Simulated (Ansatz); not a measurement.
Si:
```cif
data_Si12
_chemical_formula_sum 'Si12'
_space_group_name_H-M_alt 'P43212'
_space_group_IT_number 96
_space_group_name_Hall 'P 4nw 2abw'
_cell_length_a 5.67122
_cell_length_b 5.67122
_cell_length_c 6.84947
_cell_angle_alpha 90.000
_cell_angle_beta 90.000
_cell_angle_gamma 90.000
loop_
_atom_site_label
_atom_site_type_symbol
_atom_site_symmetry_multiplicity
_atom_site_Wyckoff_symbol
_atom_site_fract_x
_atom_site_fract_y
_atom_site_fract_z
_atom_site_occupancy
Si1 Si 4 a 0.07902 0.07902 0.00000 1
Si2 Si 8 b 0.16474 0.37335 0.23621 1
```

Relaxed with r²SCAN.

Task: Tabulate the valence density and the electron localisation function along the shortest Si–Si contact (2.37 Å), the program Ansatz at the r²SCAN level (PAW).

Result: 

```tsv
distance from Si (Å)	density (e/Å³)	ELF
0.24	0.16	0.43
0.36	0.21	0.40
0.47	0.30	0.50
0.59	0.41	0.68
0.71	0.49	0.83
0.83	0.55	0.90
0.95	0.56	0.93
1.07	0.56	0.94
1.18	0.56	0.94
1.30	0.57	0.94
1.42	0.57	0.94
1.54	0.56	0.91
1.66	0.50	0.84
1.78	0.41	0.70
1.89	0.31	0.52
2.01	0.22	0.41
2.13	0.16	0.45
```

The density is the valence pseudo-density with augmentation charge, so density and ELF within about 1 Å of a nucleus are not all-electron values.

Space group P4_32_12. The start of the workflow was typed in or built on a structure type; neither database checked (COD, Materials Project) lists it. It is not the phase usual at ambient conditions (space group No. 227). Symmetry was held in the r²SCAN relaxation; whether a distortion lowers the energy is not shown.

Potentials: the earlier of the program's two PAW sets.
